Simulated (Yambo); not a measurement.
CdClOH (space group P6_3mc, No. 186), G0W0@LDA in Yambo (3×3×1 mesh, plasmon pole; 7 Ry block, no terminator). The number N of bands in W and G is varied.

```tsv
N	x = 1/N	gap Γ → Γ (eV)	shift of the valence edge (eV)
80	0.01250	4.448	-0.673
113	0.00885	4.338	-0.811
151	0.00662	4.285	-0.911
192	0.00521	?	?
```

Q: Basis-set arguments suggest E = E∞ + A x. Fix A and E∞ from the two rows above the withheld one, predict the row at 192 bands, and test the form.

A: Gap: A = (4.285 − (4.338))/(0.00662 − 0.00885) = 23.8, E∞ = 4.128 eV, so 4.251 eV is predicted; the run gave 4.270 eV (miss 19 meV). The first two rows have slope 30.1, so the form doesn't hold yet over the whole range. Shift: A = (-0.911 − (-0.811))/(0.00662 − 0.00885) = 44.8, E∞ = -1.208 eV, so -0.974 eV is predicted; the run gave -0.992 eV (miss 18 meV). The first two rows have slope 37.8, so the form doesn't hold yet over the whole range. The other settings are held fixed.

Spin-orbit coupling is not included.

Geometry of the Materials Project entry, not relaxed at this level; primitive cell a = 3.735 Å, b = 3.735 Å, c = 10.420 Å, α = 90.00°, β = 90.00°, γ = 120.00°.

A shift is the quasiparticle energy of the state minus its LDA energy.

The distance between layers or molecules is the database entry's, not relaxed here. Functionals without dispersion can leave it too large, which widens gaps and weakens the response across layers: the numbers belong to this cell.
